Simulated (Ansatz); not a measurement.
BiPbClO2:
```cif
data_Bi4Cl4O8Pb4
_chemical_formula_sum 'Bi4 Pb4 Cl4 O8'
_space_group_name_H-M_alt 'Cmcm'
_space_group_IT_number 63
_space_group_name_Hall '-C 2c 2'
_cell_length_a 5.63170
_cell_length_b 12.38354
_cell_length_c 5.57719
_cell_angle_alpha 90.000
_cell_angle_beta 90.000
_cell_angle_gamma 90.000
loop_
_space_group_symop_operation_xyz
  'x, y, z'
  '-x, -y, -z'
  '-x, -y, z+1/2'
  'x, y, -z+1/2'
  'x, -y, -z'
  '-x, y, z'
  '-x, y, -z+1/2'
  'x, -y, z+1/2'
  'x+1/2, y+1/2, z'
  '-x+1/2, -y+1/2, -z'
  '-x+1/2, -y+1/2, z+1/2'
  'x+1/2, y+1/2, -z+1/2'
  'x+1/2, -y+1/2, -z'
  '-x+1/2, y+1/2, z'
  '-x+1/2, y+1/2, -z+1/2'
  'x+1/2, -y+1/2, z+1/2'
loop_
_atom_site_label
_atom_site_type_symbol
_atom_site_symmetry_multiplicity
_atom_site_Wyckoff_symbol
_atom_site_fract_x
_atom_site_fract_y
_atom_site_fract_z
_atom_site_occupancy
Bi1 Bi 4 c 0.00000 0.08915 0.75000 1
Pb1 Pb 4 c 0.00000 0.60723 0.25000 1
Cl1 Cl 4 c 0.00000 0.25456 0.25000 1
O1 O 8 e 0.23693 0.00000 0.00000 1
```
(The calculation used a cell of 10 atoms; values per cell refer to that cell.)

Relaxed with r²SCAN+D4. r²SCAN+D4 (plane waves, PAW; program Ansatz) gives a gap of 2.53 eV.

### Question
What gap does HSE06 give on the same cell (Ansatz, PAW)?

### Answer
3.04 eV, 0.51 eV more. The hybrid was solved on a coarser mesh and at special points; its gap is the smallest among all of these.

Cost on shared cores: the r²SCAN+D4 run (SCF on a 6×6×5 mesh, then bands and DOS) about 8 core-minutes (a rough figure), the HSE06 run (SCF on 3×3×3, then a few points) around 2.0 core-minutes (rough); the tasks are unlike.

The first step of the workflow began from a Materials Project structure, measured or hypothetical; the Crystallography Open Database files this formula in space group No. 63, but the cells were not matched. Its standing as an ambient phase is unchecked. Symmetry was held in the r²SCAN+D4 relaxation; its stability against distortions is not shown here. Scalar-relativistic: spin–orbit coupling is off unless named, which matters more the heavier the elements.

Potentials: the later of the program's two PAW sets.
